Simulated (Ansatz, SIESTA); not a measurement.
This is a calculation of In3As for Ansatz 0.2.0. Atoms were shifted at random by some hundredths of an Å from the given cell, which wasn't relaxed again for these runs. The cell comes from a database or a generator and needn't be the stable form of this composition.

The input input.yaml:

```yaml
crystal:
  lattice:
    - [4.671681, 0.0, 0.0]
    - [0.0, 4.671681, 0.0]
    - [0.0, 0.0, 4.671681]
  atoms:
    - { symbol: In, position: [0.502869, 0.49799, -0.008904] }
    - { symbol: In, position: [0.493736, -0.011732, 0.495553] }
    - { symbol: In, position: [-0.009791, 0.49748, 0.510253] }
    - { symbol: As, position: [-0.001071, 0.008341, -0.002935] }
kpoints:
  mp_grid: { grid: [6, 6, 6] }
scf:
  occupations: { method: fermi_dirac, width: 0.05 }
hamiltonian:
  xc: pbesol
  pseudopotentials: { kind: all_electron, lapw: { basis_error: 0.001 } }
output:
  forces: true
  stress: true
  eigenvalues: true
  populations: true
```

Potentials or basis: all-electron LAPW, scalar-relativistic.

Run with:

```console
$ ansatz run input.yaml --threads 2 --pin off --max-ram 8192MiB --backend cpu --events-out ev --progress --plain --runs-dir out
```

Question: Set up the same calculation for SIESTA 5.4.2. Potentials or basis there: files PseudoDojo sr-pbesol-0.4.1-standard, DZP (energy shift 0.003 Ry; two zetas on semicore shells).

Answer: As run (cutoffs and basis follow the program's own potentials, and thresholds, step limits or extra output files can differ):

In3As.fdf

```
SystemName                      In3As
SystemLabel                     In3As
NumberOfSpecies                 2
NumberOfAtoms                   4
%block ChemicalSpeciesLabel
  1  49 In
  2  33 As
%endblock ChemicalSpeciesLabel

LatticeConstant                 1.0 Ang
%block LatticeVectors
     4.6716810000     0.0000000000     0.0000000000
     0.0000000000     4.6716810000     0.0000000000
     0.0000000000     0.0000000000     4.6716810000
%endblock LatticeVectors
AtomicCoordinatesFormat         Fractional
%block AtomicCoordinatesAndAtomicSpecies
     0.5028690000     0.4979900000    -0.0089040000  1  In
     0.4937360000    -0.0117320000     0.4955530000  1  In
    -0.0097910000     0.4974800000     0.5102530000  1  In
    -0.0010710000     0.0083410000    -0.0029350000  2  As
%endblock AtomicCoordinatesAndAtomicSpecies

%block kgrid.MonkhorstPack
    6   0   0  0.0
    0   6   0  0.0
    0   0   6  0.0
%endblock kgrid.MonkhorstPack
XC.Functional                   GGA
XC.Authors                      PBEsol
PAO.BasisSize                   DZP
PAO.EnergyShift                 0.003 Ry
Mesh.Cutoff                     500 Ry
OccupationFunction              FD
ElectronicTemperature           0.05 eV
MaxSCFIterations                120
SCF.MustConverge                false
SCF.Mixer.Method                Pulay
SCF.Mixer.Weight                0.25
SCF.Mixer.History               8
SCF.DM.Tolerance                5.0e-05
SCF.H.Tolerance                 1.0e-03 eV
WriteForces                     true
Charge.Mulliken                 end
%block PAO.Basis
  In 4
  n=5 0 2
    6.955 0.000
  n=5 1 2
    9.500 0.000
  n=4 2 2
    4.114 0.000
  n=5 2 1
    9.500
  As 4
  n=4 0 2
    5.501 0.000
  n=4 1 2
    7.312 0.000
  n=3 2 2
    2.890 0.000
  n=4 2 1
    7.312
%endblock PAO.Basis
```

Potentials or basis: PseudoDojo 0.4 standard (PBEsol files), converted to PSML, two zetas on semicore shells, DZP (energy shift 0.003 Ry; two zetas on semicore shells).

The run is started by

```bash
$ siesta < In3As.fdf > In3As.out 2>&1
```

Both were run:

|  | Ansatz | SIESTA |
| --- | --- | --- |
| Pressure | -2.3 GPa | -1.4 GPa |
| Largest force | 0.177 eV/Å | 0.184 eV/Å |

Where Ansatz's input types no cutoff or centring, it takes its own default and a Γ-centred mesh.

Pressure is positive in compression.
